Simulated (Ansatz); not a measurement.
**WC: from a starting cell to a relaxed one**

The start is a generated cell, WC placed in the FeB structure type. The cell and all atomic positions are relaxed at zero pressure with r2SCAN (plane waves to 500 eV, PAW, scalar-relativistic; Ansatz, a quantum-chemistry and plane-wave program). The first steps use a coarse 4×7×5 k-mesh.

The start:
```yaml
crystal:
  lattice:
    - [6.09900, 0.00000, 0.00000]
    - [0.00000, 3.26993, 0.00000]
    - [0.00000, 0.00000, 4.49837]
  atoms:
    - { symbol: W, position: [0.18000, 0.25000, 0.12500] }
    - { symbol: W, position: [0.32000, 0.75000, 0.62500] }
    - { symbol: W, position: [0.82000, 0.75000, 0.87500] }
    - { symbol: W, position: [0.68000, 0.25000, 0.37500] }
    - { symbol: C, position: [0.03600, 0.25000, 0.61000] }
    - { symbol: C, position: [0.46400, 0.75000, 0.11000] }
    - { symbol: C, position: [0.96400, 0.75000, 0.39000] }
    - { symbol: C, position: [0.53600, 0.25000, 0.89000] }
```

Task: How large is the pressure on the unrelaxed cell, and of which sign?

Result: -31 GPa (negative: the cell is under tension).

Task: By how much does the energy per atom fall from start to end?

Result: 0.80 eV/atom.

Task: How does the volume change?

Result: -2.5 %, from 11.21 to 10.93 Å³/atom.

Task: How do the shortest distances between atoms change?

Result: The closest pairs of elements (up to four, under 3.6 Å), start → end: C–C 1.96 → 2.51 Å; C–W 2.35 → 2.06 Å; W–W 2.91 → 2.88 Å.

Task: What band gap does the relaxed structure have at this level?

Result: No gap (metallic).

Task: Write out the relaxed structure.

Result: 
```cif
data_C4W4
_chemical_formula_sum 'W4 C4'
_space_group_name_H-M_alt 'Pnma'
_space_group_IT_number 62
_space_group_name_Hall '-P 2ac 2n'
_cell_length_a 5.40939
_cell_length_b 3.96126
_cell_length_c 4.08059
_cell_angle_alpha 90.000
_cell_angle_beta 90.000
_cell_angle_gamma 90.000
loop_
_space_group_symop_operation_xyz
  'x, y, z'
  '-x, -y, -z'
  '-x+1/2, -y, z+1/2'
  'x+1/2, y, -z+1/2'
  'x+1/2, -y+1/2, -z+1/2'
  '-x+1/2, y+1/2, z+1/2'
  '-x, y+1/2, -z'
  'x, -y+1/2, z'
loop_
_atom_site_label
_atom_site_type_symbol
_atom_site_symmetry_multiplicity
_atom_site_Wyckoff_symbol
_atom_site_fract_x
_atom_site_fract_y
_atom_site_fract_z
_atom_site_occupancy
W1 W 4 c 0.20995 0.25000 0.10495 1
C1 C 4 c 0.12240 0.25000 0.59584 1
```

The space group stays Pnma (No. 62) (the run could not lower it), with 8 atoms in the primitive cell. Final values are on a 9×12×11 k-mesh of the relaxed cell. No spin polarisation in the result.

The run could not lower the symmetry of its start; a shaken copy of this end point relaxes with r2SCAN to P4/nmm (No. 129), 0.25 eV/atom lower.

The relaxed structure here is a generated cell of WC: the first start was made by placing the elements on the sites of a structure type, and the end was not matched to a known phase here, so it may be hypothetical. Known forms of WC include space group No. 187.
